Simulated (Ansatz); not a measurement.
(CH3)2NH on a (110) slab of Na (Im-3m (No. 229)), 3 planes, outer planes Na (top) and Na (bottom), 1 a cell of 47.0 Å², relaxed and still whole (its atoms last):

```yaml
crystal:
  lattice:
    - [7.06321, 0.00000, 0.00000]
    - [-2.35440, 6.65926, 0.00000]
    - [0.00000, 0.00000, 25.33359]
  atoms:
    - { symbol: Na, position: [0.25000, 0.25000, 0.31579] }
    - { symbol: Na, position: [0.25000, 0.75000, 0.31579] }
    - { symbol: Na, position: [0.75000, 0.25000, 0.31579] }
    - { symbol: Na, position: [0.75000, 0.75000, 0.31579] }
    - { symbol: Na, position: [0.49766, 0.50429, 0.42844] }
    - { symbol: Na, position: [0.50930, 0.00678, 0.43526] }
    - { symbol: Na, position: [0.99404, 0.49070, 0.43576] }
    - { symbol: Na, position: [0.00483, 0.99178, 0.42740] }
    - { symbol: Na, position: [0.75598, 0.75233, 0.54137] }
    - { symbol: Na, position: [0.74469, 0.24597, 0.56040] }
    - { symbol: Na, position: [0.25719, 0.74923, 0.55101] }
    - { symbol: Na, position: [0.24568, 0.24450, 0.53976] }
    - { symbol: C, position: [0.59634, 0.31463, 0.68320] }
    - { symbol: N, position: [0.78632, 0.34076, 0.65599] }
    - { symbol: C, position: [0.91204, 0.24591, 0.68416] }
    - { symbol: H, position: [0.61652, 0.36293, 0.72498] }
    - { symbol: H, position: [0.50242, 0.15534, 0.68207] }
    - { symbol: H, position: [0.51487, 0.40076, 0.66252] }
    - { symbol: H, position: [0.86403, 0.49128, 0.65221] }
    - { symbol: H, position: [0.93825, 0.29333, 0.72593] }
    - { symbol: H, position: [0.05800, 0.28212, 0.66415] }
    - { symbol: H, position: [0.83995, 0.08188, 0.68317] }
```

Level of theory: DFT PBE+D3(BJ), scalar-relativistic, plane waves, PAW in Ansatz. Plane waves to 420 eV, a k mesh through Γ of 3×3×1 on the computed 22-atom cell and Gaussian smearing (0.10 eV); no spin polarisation. A dipole correction removes the field between periodic images along c.

It binds with 0.52 eV a molecule against the clean slab and the free molecule (no zero-point or thermal terms); its shortest contact is N–Na 2.50 Å. Take first-order desorption with no barrier to adsorption, no reaction on the face and an assumed prefactor of 10^13 s⁻¹.

(1) How long does a molecule stay at 573 K?

(2) Where does its peak lie in a desorption experiment heated at 5 K/s?

(3) Is this physisorption or chemisorption?

## Answers

(1) τ = ν⁻¹·exp(E/k_BT) with k_BT = 0.0494 eV: E/k_BT = 10.5, so τ ≈ 4×10^-9 s. At about one hit a site a second (10⁻⁶ mbar) the coverage is near τ × 1 s⁻¹, so a layer needs roughly 3×10^2 mbar.

(2) The peak obeys E/(k_B·T_p²) = (ν/β)·exp(−E/k_BT_p). Solving gives T_p ≈ 200 K (E/k_BT_p = 30.2). An error of 0.1 eV in E moves it by about 38 K, and larger molecules have larger prefactors, which lowers it.

(3) The tightest contact, N–Na 2.50 Å, is 1.06 times the sum of covalent radii, and deformation and lateral interaction add up to 0.00 eV. This is chemisorption.